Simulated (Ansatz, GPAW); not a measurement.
This is a calculation of Ta3AsAu2O13 for Ansatz 0.2.0. The cell comes from a database or a generator and needn't be the stable form of this composition.

input.yaml

```yaml
crystal:
  lattice:
    - [5.45204, 0.0, 0.0]
    - [-2.72602, 4.72161, 0.0]
    - [0.0, 0.0, 9.57902]
  atoms:
    - { symbol: Ta, position: [0.0, 0.0, 0.19408] }
    - { symbol: Ta, position: [0.0, 0.0, 0.80592] }
    - { symbol: Ta, position: [0.66667, 0.33333, 0.0] }
    - { symbol: As, position: [0.0, 0.0, 0.5] }
    - { symbol: Au, position: [0.33333, 0.66667, 0.27428] }
    - { symbol: Au, position: [0.33333, 0.66667, 0.72572] }
    - { symbol: O, position: [0.0, 0.0, 0.0] }
    - { symbol: O, position: [0.23947, 0.97129, 0.36402] }
    - { symbol: O, position: [0.02871, 0.26818, 0.36402] }
    - { symbol: O, position: [0.73182, 0.76053, 0.36402] }
    - { symbol: O, position: [0.23947, 0.97129, 0.63598] }
    - { symbol: O, position: [0.02871, 0.26818, 0.63598] }
    - { symbol: O, position: [0.73182, 0.76053, 0.63598] }
    - { symbol: O, position: [0.38452, 0.33425, 0.85844] }
    - { symbol: O, position: [0.66575, 0.05026, 0.85844] }
    - { symbol: O, position: [0.94974, 0.61548, 0.85844] }
    - { symbol: O, position: [0.38452, 0.33425, 0.14156] }
    - { symbol: O, position: [0.66575, 0.05026, 0.14156] }
    - { symbol: O, position: [0.94974, 0.61548, 0.14156] }
kpoints:
  mp_grid: { grid: [3, 3, 2] }
scf:
  occupations: { method: fermi_dirac, width: 0.05 }
hamiltonian:
  xc: pbe
  pseudopotentials: { kind: all_electron, lapw: { basis_error: 0.003 } }
output:
  forces: true
  stress: true
  eigenvalues: true
```

Potentials or basis: all-electron LAPW, scalar-relativistic.

Launch:

```sh
$ ansatz run input.yaml --threads 8 --pin off --max-ram 30720MiB --backend cpu --events-out ev --progress --plain --runs-dir out
```

Task: Translate it to GPAW 26.7.0 (ASE script). Potentials or basis there: GPAW PAW data sets (gpaw-data 1.2.1), cutoff 800 eV.

Result: As run (cutoffs and basis follow the program's own potentials, and thresholds, step limits or extra output files can differ):

File run.py:

```python
from ase import Atoms
from ase.dft.bandgap import bandgap
from ase.io import write
from ase.units import GPa
from gpaw import GPAW, PW

atoms = Atoms(['Ta', 'Ta', 'Ta', 'As', 'Au', 'Au', 'O', 'O', 'O', 'O', 'O', 'O', 'O', 'O', 'O', 'O', 'O', 'O', 'O'],
              cell=[[5.4520421034, 0.0, 0.0],
                    [-2.7260210517, 4.721606964, 0.0],
                    [0.0, 0.0, 9.57902]],
              scaled_positions=[[0.0, 0.0, 0.19408],
                                [0.0, 0.0, 0.80592],
                                [0.6666666667, 0.3333333333, 0.0],
                                [0.0, 0.0, 0.5],
                                [0.3333333333, 0.6666666667, 0.27428],
                                [0.3333333333, 0.6666666667, 0.72572],
                                [0.0, 0.0, 0.0],
                                [0.23947, 0.97129, 0.36402],
                                [0.02871, 0.26818, 0.36402],
                                [0.73182, 0.76053, 0.36402],
                                [0.23947, 0.97129, 0.63598],
                                [0.02871, 0.26818, 0.63598],
                                [0.73182, 0.76053, 0.63598],
                                [0.38452, 0.33425, 0.85844],
                                [0.66575, 0.05027, 0.85844],
                                [0.94973, 0.61548, 0.85844],
                                [0.38452, 0.33425, 0.14156],
                                [0.66575, 0.05027, 0.14156],
                                [0.94973, 0.61548, 0.14156]],
              pbc=True)

calc = GPAW(mode=PW(800),
            xc='PBE',
            kpts={'size': (3, 3, 2), 'gamma': True},
            occupations={'name': 'fermi-dirac', 'width': 0.05},
            nbands=121,
            convergence={'density': 1e-05, 'energy': 1e-05},
            maxiter=150,
            txt='gpaw.txt')
atoms.calc = calc
energy = atoms.get_potential_energy()
forces = atoms.get_forces()
stress = atoms.get_stress()
calc.write('gs.gpw')
write('result.traj', atoms)
print(f'Energy: {energy:.6f} eV')
print('Forces (eV/A):')
print(forces.round(4))
print('Stress (GPa):', (stress / GPa).round(3))
print('Fermi level:', round(calc.get_fermi_level(), 4), 'eV')
print(f'Gap: {bandgap(calc)[0]:.4f} eV, direct: {bandgap(calc, direct=True)[0]:.4f} eV')
```

Potentials or basis: GPAW PAW data sets (gpaw-data 1.2.1), pw.

Command:

```sh
$ OMP_NUM_THREADS=1 python run.py
```

Both were run:

|  | Ansatz | GPAW |
| --- | --- | --- |
| Pressure | -0.1 GPa | 1.3 GPa |

Where Ansatz's input types no cutoff or centring, it takes its own default and a Γ-centred mesh.

Pressure is positive in compression.

The k mesh is coarse, so the values aren't converged.
